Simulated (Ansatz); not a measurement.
An Ansatz (a first-principles code) run. Input:

Ansatz 0.2 input:
```yaml
crystal:
  lattice:
    - [0.0, 2.4730531569, 2.4730531569]
    - [2.4730531569, 0.0, 2.4730531569]
    - [2.4730531569, 2.4730531569, 0.0]
  atoms:
    - { symbol: Bi, position: [0.0, 0.0, 0.0] }
kpoints:
  mp_grid: { grid: [11, 11, 11] }
  band_path:
    path:
      - [[0.0, 0.0, 0.0], [0.5, 0.0, 0.5], [0.625, 0.25, 0.625]]  # Γ-X-U
      - [[0.375, 0.375, 0.75], [0.0, 0.0, 0.0], [0.5, 0.5, 0.5], [0.5, 0.25, 0.75], [0.5, 0.0, 0.5]]  # K-Γ-L-W-X
    npoints: 12
basis: { xc_grid: 2 }
hamiltonian:
  xc: pbesol
  pseudopotentials: { kind: paw }
magnetization: { noncollinear: true, spin_orbit: true }
scf:
  n_extra_bands: 13
  convergence: { dr2_threshold: 0.0000000001 }
  occupations: { method: gaussian, width: 0.05 }
output: { eigenvalues: true }
```

Output (shortened):

```
Pseudopotentials: kind: paw_fr
Pseudopotential: Bi, paw_fr, valence charge 15
Functional definition: PBEsol
non-collinear run that drives no moment, with spin-orbit …
Crystal: 1 atoms, lattice volume = 30.250 Å³
Basis set: ecut = 420 eV, 609 PW (Γ), exchange–correlation on 48×48×48 points (8 copies of the dense FFT grid, shifted against one another)
Bands: 28, of which v1, the nominal top of the filled ones, is band 15 counted from 1 (14 counted from 0)
Symmetry: 48 space group operations + 48 with time reversal
k-points: 56 of 1331
Projection manifold: j_resolved (fully-relativistic pseudo-atomic orbitals)
PAW frozen core: Bi, regenerated for the run's functional, and the local potential with it
Initial density: superposition of atomic densities (chi_scale 0.1, normalization cell)
Initial wavefunctions: pseudopotential atomic-orbital guess
Eigensolver: davidson
Functional: x = pbesol(κ = 0.804, μ = 0.12345679012345678), c = pbesol(β = 0.046)
SCF iter   1: F=—  HF=-12282.794123 eV  |F-HF|=—  |Δ(HF+E_count)|=         —  Δρ=3.98e-3  dr2=6.30e-3  dr2_m=0.00e0 (ungated)  ethr=3.10e-3  |M|=0.00e0 ∫|m|=0.00e0 μB  |m|>n=0.0e0 m-floor=0.0e0 τ_xc=0.0e0  β_m=0.30  ⟨swp⟩=7.8  Hψ=4366  notcnv=0  defer=74
all-band conjugate gradients solve this SCF's bands
preconditioner: auto → none
SCF iter   2: F=—  HF=-12282.792527 eV  |F-HF|=—  |Δ(HF+E_count)|=   1.60e-3  Δρ=2.68e-3  dr2=2.81e-3  dr2_m=0.00e0 (ungated)  ethr=4.20e-5  |M|=0.00e0 ∫|m|=0.00e0 μB  |m|>n=0.0e0 m-floor=0.0e0 τ_xc=0.0e0  β_m=0.60  ⟨swp⟩=2.2  Hψ=1237  notcnv=0  defer=338
SCF iter   3: F=—  HF=-12282.792646 eV  |F-HF|=—  |Δ(HF+E_count)|=   1.20e-4  Δρ=1.19e-3  dr2=4.74e-4  dr2_m=0.00e0 (ungated)  ethr=1.87e-5  |M|=0.00e0 ∫|m|=0.00e0 μB  |m|>n=0.0e0 m-floor=0.0e0 τ_xc=0.0e0  β_m=0.80  ⟨swp⟩=2.0  Hψ=1135  notcnv=0  defer=338
SCF iter   4: F=—  HF=-12282.792649 eV  |F-HF|=—  |Δ(HF+E_count)|=   2.48e-6  Δρ=1.07e-3  dr2=4.55e-4  dr2_m=0.00e0 (ungated)  ethr=3.16e-6  |M|=0.00e0 ∫|m|=0.00e0 μB  |m|>n=0.0e0 m-floor=0.0e0 τ_xc=0.0e0  β_m=0.63  ⟨swp⟩=2.0  Hψ=984  notcnv=0  defer=338
SCF iter   5: F=—  HF=-12282.792479 eV  |F-HF|=—  |Δ(HF+E_count)|=   1.70e-4  Δρ=5.90e-4  dr2=1.40e-4  dr2_m=0.00e0 (ungated)  ethr=3.03e-6  |M|=0.00e0 ∫|m|=0.00e0 μB  |m|>n=0.0e0 m-floor=0.0e0 τ_xc=0.0e0  β_m=0.81  ⟨swp⟩=2.0  Hψ=964  notcnv=0  defer=342
SCF iter   6: F=—  HF=-12282.792409 eV  |F-HF|=—  |Δ(HF+E_count)|=   6.98e-5  Δρ=1.62e-4  dr2=1.02e-5  dr2_m=0.00e0 (ungated)  ethr=9.32e-7  |M|=0.00e0 ∫|m|=0.00e0 μB  |m|>n=0.0e0 m-floor=0.0e0 τ_xc=0.0e0  β_m=0.61  ⟨swp⟩=2.6  Hψ=1047  notcnv=0  defer=342
SCF iter   7: F=—  HF=-12282.792403 eV  |F-HF|=—  |Δ(HF+E_count)|=   6.48e-6  Δρ=1.93e-5  dr2=1.33e-7  dr2_m=0.00e0 (ungated)  ethr=6.82e-8  |M|=0.00e0 ∫|m|=0.00e0 μB  |m|>n=0.0e0 m-floor=0.0e0 τ_xc=0.0e0  β_m=0.80  ⟨swp⟩=2.0  Hψ=986  notcnv=0  defer=350
SCF iter   8: F=—  HF=-12282.792391 eV  |F-HF|=—  |Δ(HF+E_count)|=   1.20e-5  Δρ=1.25e-6  dr2=1.74e-10  dr2_m=0.00e0 (ungated)  ethr=8.87e-10  |M|=0.00e0 ∫|m|=0.00e0 μB  |m|>n=0.0e0 m-floor=0.0e0 τ_xc=0.0e0  β_m=0.90  ⟨swp⟩=2.0  Hψ=982  notcnv=0  defer=350
SCF iter   9: F=-12282.792391 eV  HF=-12282.792391 eV  |F-HF|=1.82e-12  |Δ(HF+E_count)|=  1.64e-11  Δρ=6.82e-8  dr2=1.65e-12  dr2_m=0.00e0 (ungated)  ethr=1.00e-12  |M|=0.00e0 ∫|m|=0.00e0 μB  |m|>n=0.0e0 m-floor=0.0e0 τ_xc=0.0e0  ⟨swp⟩=9.9  Hψ=3865  notcnv=0
SCF 1 converged in 9 iterations: F = -12282.792391 eV  dr2 = 1.65e-12
NSCF: frozen V_eff on 74 k-points
SCF converged after 9 iterations
Magnetization: |M| = 0.0000 μB,  M = (+0.0000, +0.0000, +0.0000) μB
Absolute magnetization: 0.0000 μB (∫|m|)
  site 0: m = (+0.0000, +0.0000, +0.0000) μB, |m| = 0.0000 μB  (R = 1.44 Å)
Free energy (F): -12282.792391 eV
Harris-Foulkes:  -12282.792391 eV  (|F-HF|=1.82e-12)
Internal energy: -12282.791260 eV  (E = F + TS)
E sigma→0 (E₀):  -12282.791825 eV
Entropy (-TS):   -0.001131 eV (-1.131 meV/atom)
Fermi energy:    11.959273 eV
--- Per-component energies (eV) ---
  E_band       = -75.070384
  E_kinetic    = 304.638589
  E_local      = -1383.936576  (includes V_loc(G=0)·N_el)
  E_nonlocal   = 563.052198
  E_hartree    = 437.454567
  E_xc         = -151.202486
  E_vxc        = -145.084833  (∫ρ·V_xc dr)
  E_paw        = -10551.254734  (= ΣΔE_a)
  E_vpaw       = -288.648528  (= ΣTr[D̂ρ^β])
  E_aug_tail   = -0.000406  (compensation charges beyond the density's cutoff)
  E_ewald      = -1501.644572
  E_core_change = 0.102159  (= ΣΔE_core)
  E_smearing   = -0.001131  (= −TS)
  E_closure    =  0.000000  (closes the sum)
  Σ components = -12282.792391   (vs F -12282.792391, Δ=0.00e0)
  [band-id]    e_kinetic+e_local+e_nonlocal+2·e_hartree+e_vxc+e_vpaw+e_augmentation_tail = -75.070422   (vs E_band -75.070384, Δ=-3.78e-5)
--- Band table (eV; the first three rows and the last of 56) ---
  k-point 0: bands = ["-12.3999", "-12.3999", "-12.3999", "-12.3999", "-9.4557", "-9.4557", "-9.3993", "-9.3993", "-9.3993", "-9.3993", "-1.5822", "-1.5822", "14.5854", "14.5854", "18.3474", "18.3474", "18.3474", "18.3474", "21.1782", "21.1782", "21.3805", "21.3805", "23.0172", "23.0172", "23.0172", "23.0172", "23.3495", "23.3495"]
  k-point 1: bands = ["-12.3990", "-12.3990", "-12.3955", "-12.3955", "-9.4497", "-9.4497", "-9.4021", "-9.4021", "-9.3923", "-9.3923", "-1.4345", "-1.4345", "14.0683", "14.0683", "17.0727", "17.0727", "18.1377", "18.1377", "20.6191", "20.6191", "22.3437", "22.3437", "23.3666", "23.3666", "23.4700", "23.4700", "24.7109", "24.7109"]
  k-point 2: bands = ["-12.3967", "-12.3967", "-12.3839", "-12.3839", "-9.4359", "-9.4359", "-9.4078", "-9.4078", "-9.3734", "-9.3734", "-0.9967", "-0.9967", "12.3661", "12.3661", "15.7814", "15.7814", "17.6699", "17.6699", "20.0444", "20.0444", "23.4263", "23.4263", "23.6462", "23.6462", "23.6669", "23.6669", "24.0741", "24.0741"]
  k-point 55: bands = ["-12.3662", "-12.3662", "-12.3500", "-12.3500", "-9.4167", "-9.4167", "-9.3588", "-9.3588", "-9.3139", "-9.3139", "2.6698", "2.6698", "8.2593", "8.2593", "9.6626", "9.6626", "11.5054", "11.5054", "20.3976", "20.3976", "22.8045", "22.8045", "23.6778", "23.6778", "23.9873", "23.9873", "30.1941", "30.1941"]
  band table: 28 of 28 bands, residual norms ≤ 1.0e-3 eV
```

Cost: around 12 core-seconds (rough) on shared cores.

Space group Fm-3m (fcc (Cu type)). The start of the workflow was typed in or built on a structure type; neither database checked (COD, Materials Project) lists it. It is not the phase usual at ambient conditions (space group No. 166). The PBEsol relaxation kept the symmetry of its start. At this level the phase is mechanically unstable.

Potentials: the later of the program's two PAW sets.

Ansatz is a plane-wave DFT program.
